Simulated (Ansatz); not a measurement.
NbSi

```yaml
crystal:
  lattice:
    - [4.40767, 0.00000, 0.00000]
    - [-2.20383, 3.81715, 0.00000]
    - [0.00000, 0.00000, 4.99881]
  atoms:
    - { symbol: Nb, position: [0.33333, 0.66667, 0.93800] }
    - { symbol: Nb, position: [0.66667, 0.33333, 0.43800] }
    - { symbol: Si, position: [0.33333, 0.66667, 0.43800] }
    - { symbol: Si, position: [0.66667, 0.33333, 0.93800] }
```

Atoms are numbered in the order listed.

The cell was built from the wurtzite type and relaxed in the same program, and has space group P6_3/mmc; it needn't be a known or the stable phase. The relaxation left the symmetry of that type.

All numbers are computed: DFT, PBE, all-electron LAPW, scalar-relativistic (Ansatz 0.2.0); DFT, PBE, PAW with Ansatz's default frozen-core files, scalar-relativistic (Ansatz 0.2.0).

For LAPW: a Γ-centred 10×10×6 k mesh, Fermi–Dirac smearing of 0.03 eV, basis error target 1 meV/atom, no spin polarisation. PAW takes a cutoff of 420 eV at this cell. The Ansatz runs share mesh, smearing and spin set-up. Values come from LAPW unless marked.

```json
{
  "Band gap": "none: bands cross the Fermi level, a metal",
  "Density of states at the Fermi level (0.2 eV bin)": "4.61 states/eV per cell",
  "Löwdin charges (with 0.15 e of the cell spilling out of the atomic basis, so their sizes and signs hang on that basis)": "Nb1 0.21, Si3 -0.13 e",
  "Bader charges (from the PAW run)": "Nb1 +0.86, Si3 -0.86 e",
  "Volume per atom": "21.03 Å³",
  "Pressure at this cell": "-0.03 GPa"
}
```
